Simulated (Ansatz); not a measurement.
CdH₆N₂Cl₂:
```yaml
crystal:
  lattice:
    - [4.11628, 4.04540, 0.00000]
    - [-4.11628, 4.04540, 0.00000]
    - [-0.04413, 0.00000, 3.95740]
  atoms:
    - { symbol: Cd, position: [0.98631, 0.98631, 0.00000] }
    - { symbol: H, position: [0.56662, 0.20438, 0.85959] }
    - { symbol: H, position: [0.20438, 0.56662, 0.14041] }
    - { symbol: H, position: [0.66058, 0.31121, 0.21643] }
    - { symbol: H, position: [0.31121, 0.66058, 0.78357] }
    - { symbol: H, position: [0.40607, 0.76790, 0.13965] }
    - { symbol: H, position: [0.76790, 0.40607, 0.86035] }
    - { symbol: N, position: [0.26042, 0.71195, 0.01572] }
    - { symbol: N, position: [0.71195, 0.26042, 0.98428] }
    - { symbol: Cl, position: [0.21674, 0.21674, 0.50000] }
    - { symbol: Cl, position: [0.75582, 0.75582, 0.50000] }
```

DFT-r²SCAN+D4 in the program Ansatz with PAW potentials gives a gap of 4.20 eV without spin–orbit coupling, maximum at M2, minimum at Γ.

Question: What happens when spin–orbit coupling is switched on?

Answer: The gap stays essentially unchanged, to 4.20 eV; maximum at M2, minimum at Γ.

Question: Give the electron effective mass with spin–orbit coupling.

Answer: 0.37, 0.40, 0.40 mₑ (principal values).

Question: Give the hole effective mass with spin–orbit coupling.

Answer: 1.2, 1.5, 3.1 mₑ (principal values).

Space group C2/m. The first step of the workflow began from a Materials Project structure, measured or hypothetical; the Crystallography Open Database copy checked does not list it. Its standing as an ambient phase is unchecked. The r²SCAN+D4 relaxation kept the symmetry of its start; its stability against distortions is not shown here. Point labels and valley counts follow the cell and symmetry of the run, lower than the named group.

Potentials: the later of the program's two PAW sets.
